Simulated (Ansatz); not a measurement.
Consider the following.

Cl:
```cif
data_Cl4
_chemical_formula_sum 'Cl4'
_space_group_name_H-M_alt 'P63/mmc'
_space_group_IT_number 194
_space_group_name_Hall '-P 6c 2c'
_cell_length_a 3.77949
_cell_length_b 3.77949
_cell_length_c 7.51674
_cell_angle_alpha 90.000
_cell_angle_beta 90.000
_cell_angle_gamma 120.000
loop_
_atom_site_label
_atom_site_type_symbol
_atom_site_symmetry_multiplicity
_atom_site_Wyckoff_symbol
_atom_site_fract_x
_atom_site_fract_y
_atom_site_fract_z
_atom_site_occupancy
Cl1 Cl 2 a 0.00000 0.00000 0.00000 1
Cl2 Cl 2 c 0.33333 0.66667 0.25000 1
```

This is the PBE-relaxed structure.

Question: All from PBE in the plane-wave PAW code Ansatz, unless another level is named. Give the electronic character.

Answer: metallic (no gap).

Question: Give the density of states at the Fermi level.

Answer: 1.3 states/eV per atom (mean over ±0.08 eV).

Space group P6_3/mmc (dhcp (α-La type)). A made-up cell: these elements were put on the sites of a structure type; neither database checked (COD, Materials Project) lists it. It is not the usual solid phase (space group No. 64). The cell was relaxed with PBE under the symmetry of its start; its stability against distortions is not shown here. The substance is a gas or liquid at ambient conditions. A crystal of weakly bound molecules computed without a dispersion correction: the cell and the soft elastic constants depend strongly on that.

Potentials: the later of the program's two PAW sets.
